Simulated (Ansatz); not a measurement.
Input file for Ansatz (a program for electronic structure):

Ansatz 0.2 input:
```yaml
crystal:
  lattice:
    - [0.0, 4.0490531208, 4.0490531208]
    - [4.0490531208, 0.0, 4.0490531208]
    - [4.0490531208, 4.0490531208, 0.0]
  atoms:
    - { symbol: Ba, position: [0.25, 0.25, 0.25] }
    - { symbol: Ba, position: [0.75, 0.75, 0.75] }
    - { symbol: Mg, position: [0.5, 0.5, 0.5] }
    - { symbol: Mo, position: [0.0, 0.0, 0.0] }
    - { symbol: O, position: [0.7618587858, 0.2381412142, 0.2381412142] }
    - { symbol: O, position: [0.2381412142, 0.7618587858, 0.7618587858] }
    - { symbol: O, position: [0.2381412142, 0.7618587858, 0.2381412142] }
    - { symbol: O, position: [0.7618587858, 0.2381412142, 0.7618587858] }
    - { symbol: O, position: [0.2381412142, 0.2381412142, 0.7618587858] }
    - { symbol: O, position: [0.7618587858, 0.7618587858, 0.2381412142] }
kpoints:
  mp_grid: { grid: [5, 5, 5] }
hamiltonian:
  xc: r2scan
  pseudopotentials: { kind: paw }
scf:
  occupations: { method: fixed }
output:
  optics: { e_range: [0.0, 15.0], de: 0.05, sigma: 0.1, bands: { spectra_wanted_up_to: 12 eV } }
```

Output (shortened):

```
output.optics: the spectra are integrated over the Brillouin zone by k·p interpolation around the k-points, where levels, occupations, output.optics.sigma and …
Pseudopotentials: kind: paw
Pseudopotential: Ba, paw, valence charge 10
Pseudopotential: Mg, paw, valence charge 10
Pseudopotential: Mo, paw, valence charge 14
Pseudopotential: O, paw, valence charge 6
Functional definition: r2SCAN
Crystal: 10 atoms, lattice volume = 132.767 Å³
Basis set: ecut = 500 eV, 3383 PW (Γ), exchange–correlation on 180×180×180 points (64 copies of the dense FFT grid, shifted against one another)
Bands: 50, of which v1, the nominal top of the filled ones, is band 40 counted from 1 (39 counted from 0)
Symmetry: 48 space group operations
Space group: Fm-3m (ITA 225), of the structure as read, at distance tolerance 5.1e-5 Å
k-points: 10 of 125
PAW frozen core: Ba, regenerated for the run's functional
PAW frozen core: Mg, regenerated for the run's functional
PAW frozen core: Mo, regenerated for the run's functional
PAW frozen core: O, regenerated for the run's functional
Initial wavefunctions: pseudopotential atomic-orbital guess
Eigensolver: davidson
Functional: x = r2scan, c = r2scan; τ floored in thin density (d = 2e-4 eV/Å³)
SCF iter   1: F=—  HF=-22247.534487 eV  |F-HF|=—  |Δ(HF+E_count)|=         —  Δρ=1.51e-2  dr2=4.91e-1  dr2_τ=4.82e-1  ethr=1.77e-3  ⟨swp⟩=4.5  Hψ=1792  notcnv=0  defer=70
all-band conjugate gradients solve this SCF's bands
preconditioner: auto → Resta (q_TF=auto, 2.507 Å⁻¹)
SCF iter   2: F=—  HF=-22247.748865 eV  |F-HF|=—  |Δ(HF+E_count)|=   2.14e-1  Δρ=8.02e-3  dr2=7.65e-2  dr2_τ=4.00e-2  ethr=6.14e-4  ⟨swp⟩=3.3  Hψ=922  notcnv=0  defer=74
SCF iter   3: F=—  HF=-22247.738196 eV  |F-HF|=—  |Δ(HF+E_count)|=   1.07e-2  Δρ=3.13e-3  dr2=8.72e-3  dr2_τ=6.11e-4  ethr=9.56e-5  ⟨swp⟩=2.4  Hψ=672  notcnv=0  defer=72
SCF iter   4: F=—  HF=-22247.736100 eV  |F-HF|=—  |Δ(HF+E_count)|=   2.10e-3  Δρ=1.02e-3  dr2=6.62e-4  dr2_τ=1.64e-4  ethr=1.09e-5  ⟨swp⟩=2.4  Hψ=809  notcnv=0  defer=75
SCF iter   5: F=—  HF=-22247.736019 eV  |F-HF|=—  |Δ(HF+E_count)|=   8.13e-5  Δρ=2.31e-4  dr2=3.54e-5  dr2_τ=6.59e-6  ethr=8.27e-7  ⟨swp⟩=2.0  Hψ=726  notcnv=0  defer=74
SCF iter   6: F=—  HF=-22247.736035 eV  |F-HF|=—  |Δ(HF+E_count)|=   1.60e-5  Δρ=4.75e-5  dr2=3.10e-6  dr2_τ=2.63e-7  ethr=4.42e-8  ⟨swp⟩=2.0  Hψ=787  notcnv=0  defer=54
SCF iter   7: F=—  HF=-22247.736147 eV  |F-HF|=—  |Δ(HF+E_count)|=   1.12e-4  Δρ=8.73e-6  dr2=9.21e-8  dr2_τ=6.81e-9  ethr=3.88e-9  ⟨swp⟩=2.0  Hψ=872  notcnv=0  defer=46
SCF iter   8: F=—  HF=-22247.736147 eV  |F-HF|=—  |Δ(HF+E_count)|=   1.22e-8  Δρ=1.62e-6  dr2=3.71e-9  dr2_τ=5.36e-10  ethr=1.15e-10  ⟨swp⟩=2.0  Hψ=858  notcnv=0  defer=46
SCF iter  10: F=-22247.736147 eV  HF=-22247.736147 eV  |F-HF|=3.64e-12  |Δ(HF+E_count)|=  3.64e-12  Δρ=3.75e-8  dr2=2.02e-12  dr2_τ=1.17e-13  ethr=1.00e-12  ⟨swp⟩=12.9  Hψ=2404  notcnv=0
SCF 1 converged in 10 iterations: F = -22247.736147 eV  dr2 = 2.02e-12
NSCF: frozen V_eff on 10 k-points
Optics k sum: 0 of 10 k-points
Optics k sum: 1 of 10 k-points
Optics k sum: 2 of 10 k-points
Optics k sum: 3 of 10 k-points
Optics k sum: 4 of 10 k-points
Optics k sum: 5 of 10 k-points
Optics k sum: 6 of 10 k-points
Optics k sum: 7 of 10 k-points
Optics k sum: 8 of 10 k-points
Optics k sum: 9 of 10 k-points
Optics k sum: 10 of 10 k-points
Optics k sum: 0 of 10 k-points
Optics k sum: 1 of 10 k-points
Optics k sum: 2 of 10 k-points
Optics k sum: 3 of 10 k-points
Optics k sum: 4 of 10 k-points
Optics k sum: 5 of 10 k-points
Optics k sum: 6 of 10 k-points
Optics k sum: 7 of 10 k-points
Optics k sum: 8 of 10 k-points
Optics k sum: 9 of 10 k-points
Optics k sum: 10 of 10 k-points
NSCF: frozen V_eff on 1 k-points
NSCF: frozen V_eff on 1 k-points
NSCF: frozen V_eff on 1 k-points
NSCF: frozen V_eff on 1 k-points
output.optics: what the bands over the 80 summed would add to eps1, eps2 and the energy-loss function is held between a lower and an upper bound (12 Lanczos …
SCF converged after 10 iterations
Free energy (F): -22247.736147 eV
Harris-Foulkes:  -22247.736147 eV  (|F-HF|=3.64e-12)
Internal energy: -22247.736147 eV  (E = F + TS)
E sigma→0 (E₀):  -22247.736147 eV
Fermi energy:    9.411670 eV
--- Per-component energies (eV) ---
  E_band       = -501.170751
  E_kinetic    = 1916.428804
  E_local      = -5211.152068  (includes V_loc(G=0)·N_el)
  E_nonlocal   = 627.151422
  E_hartree    = 1900.638728
  E_xc         = -967.475855
  E_vxc        = -1234.472563  (∫ρ·V_xc dr)
  E_paw        = -14973.156852  (= ΣΔE_a)
  E_vpaw       = -475.298410  (= ΣTr[D̂ρ^β])
  E_aug_tail   = 0.006653  (compensation charges beyond the density's cutoff)
  E_vtau       = 74.887876  (kinetic-family band-sum trace: ∫τ·v_τ [+ j·A + Jᵃ·Aᵃ] dr)
  E_ewald      = -5539.878754
  E_core_change = -0.298226  (= ΣΔE_core)
  E_smearing   =  0.000000  (= −TS)
  E_closure    =  0.000000  (closes the sum)
  Σ components = -22247.736147   (vs F -22247.736147, Δ=0.00e0)
  [band-id]    e_kinetic+e_local+e_nonlocal+2·e_hartree+e_vxc+e_vpaw+e_augmentation_tail+e_vtau = -501.170830   (vs E_band -501.170751, Δ=-7.86e-5)
--- Band table (eV; the first three rows and the last of 10) ---
  k-point 0: bands = ["-66.0407", "-54.1531", "-31.1535", "-31.1535", "-31.1535", "-27.4754", "-27.4754", "-27.4754", "-16.1078", "-15.8709", "-8.4998", "-7.9853", "-7.9853", "-7.4893", "-7.4893", "-7.4893", "-1.5100", "-1.5100", "-1.5100", "-0.8626", "-0.8626", "-0.8626", "4.7164", "5.2771", "5.2771", "6.2581", "6.2581", "6.2581", "7.0351", "7.0351", "7.0351", "8.2547", "8.2547", "8.2547", "9.1102", "9.1102", "9.1102", "9.4117", "9.4117", "9.4117", "12.2679", "12.2679", "12.2679", "15.0042", "15.0042", "16.7042", "16.7042", "16.7042", "17.1462", "17.5824"]
  k-point 1: bands = ["-66.0407", "-54.1531", "-31.1535", "-31.1535", "-31.1535", "-27.4756", "-27.4754", "-27.4754", "-16.0786", "-15.8882", "-8.5083", "-8.0333", "-8.0333", "-7.6268", "-7.4533", "-7.4533", "-1.3957", "-1.3957", "-1.2240", "-0.8645", "-0.8645", "-0.7192", "4.9517", "5.1236", "5.1236", "5.9479", "6.1546", "6.1546", "6.7180", "7.2695", "7.2695", "8.0387", "8.0387", "8.3417", "8.5893", "8.9930", "8.9930", "9.2507", "9.2507", "9.3040", "12.3135", "12.3809", "12.3809", "15.5132", "15.5132", "16.8694", "16.8694", "17.0928", "17.6662", "17.7032"]
  k-point 2: bands = ["-66.0407", "-54.1531", "-31.1535", "-31.1535", "-31.1535", "-27.4760", "-27.4754", "-27.4754", "-16.0096", "-15.9375", "-8.5057", "-8.0997", "-8.0997", "-7.8537", "-7.4063", "-7.4063", "-1.1496", "-1.1496", "-0.9230", "-0.9230", "-0.6894", "-0.5089", "4.9091", "4.9091", "5.1191", "5.8054", "5.9689", "5.9689", "6.2433", "7.5984", "7.6150", "7.6150", "7.8012", "7.8012", "8.5492", "8.8321", "8.8321", "8.9499", "8.9499", "9.0634", "12.3968", "12.5034", "12.5034", "16.6388", "16.6388", "16.9549", "16.9549", "17.7523", "17.7523", "17.8011"]
  k-point 9: bands = ["-66.0407", "-54.1531", "-31.1535", "-31.1535", "-31.1535", "-27.4759", "-27.4757", "-27.4755", "-15.9850", "-15.9480", "-8.5614", "-8.3305", "-8.0453", "-7.5837", "-7.5553", "-7.4523", "-0.9458", "-0.8707", "-0.8355", "-0.6735", "-0.6686", "-0.6262", "4.2745", "4.9772", "5.2799", "5.4851", "5.8513", "6.1592", "6.8991", "6.9227", "7.3495", "7.8467", "7.9035", "8.0348", "8.2344", "8.2847", "8.5281", "8.5847", "8.8832", "9.1354", "12.2889", "12.5540", "12.8479", "16.1425", "17.0293", "17.2082", "17.7094", "17.8040", "18.2335", "18.3990"]
  band table: 50 of 50 bands, residual norms ≤ 1.0e-3 eV
```

Cost: around 6 core-minutes (rough) on shared cores.

The workflow started from a Materials Project entry (that database holds measured and hypothetical structures alike); the Crystallography Open Database copy checked does not list it. Its standing as an ambient phase is unchecked. The r²SCAN relaxation kept the symmetry of its start; whether a distortion lowers the energy is not shown. The run is not spin-polarised. No Hubbard U is applied. Spin–orbit coupling is left out wherever it is not named.

Potentials: the later of the program's two PAW sets.

Ansatz is a plane-wave DFT program.
